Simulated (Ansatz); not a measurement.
Starting cell, Sc (hcp, Mg type):

```xyz
2
Lattice="3.2771 0.0000 0.0000 -1.6386 2.8381 0.0000 0.0000 0.0000 5.0854" Properties=species:S:1:pos:R:3 pbc="T T T"
Sc     0.0000     1.8921     3.8140
Sc     1.6386     0.9460     1.2713
```

Scan: atom 1 (Sc, nearest neighbour Sc at 3.169 Å; its periodic images, 3.3 Å or more away, move with it) is displaced along Cartesian x, direction (1.000, 0.000, 0.000) in Cartesian axes, by s. The other atoms stay.

These are PBEsol (plane waves to 420 eV, PAW, scalar-relativistic; Ansatz, a first-principles code) values and carry that method's errors. k mesh 13×13×8 (Γ-centred), Fermi-Dirac smearing 0.05 eV. The energy includes the smearing's −TS. With partly filled bands, energies and forces of such displacements shift with the k mesh and the smearing. Sc is run without spin polarisation. Sc was relaxed with its symmetry unable to fall. ΔE is measured from the undisplaced structure.

Successive frames, forces in eV/Å:

| frame | ΔE (meV/cell) | F on Sc1 | F on Sc2 |
|---|---|---|---|
| s = -0.630 Å | 264 | (0.679, 0.224, 0.000) | (-0.679, -0.224, 0.000) |
| s = -0.504 Å | 180 | (0.645, 0.142, 0.000) | (-0.645, -0.142, 0.000) |
| s = -0.378 Å | 105 | (0.533, 0.084, 0.000) | (-0.533, -0.084, 0.000) |
| s = -0.252 Å | 48 | (0.372, 0.041, 0.000) | (-0.372, -0.041, 0.000) |

What are the energy and the forces in the next frame, s = -0.126 Å?

ΔE (meV/cell) = 12.

```csv
atom,Fx,Fy,Fz
Sc1,0.191,0.013,0.000
Sc2,-0.191,-0.013,0.000
```

(For displaced atoms, the force is minus the slope of the energy, and its curvature is a force constant, which sets phonon frequencies.)
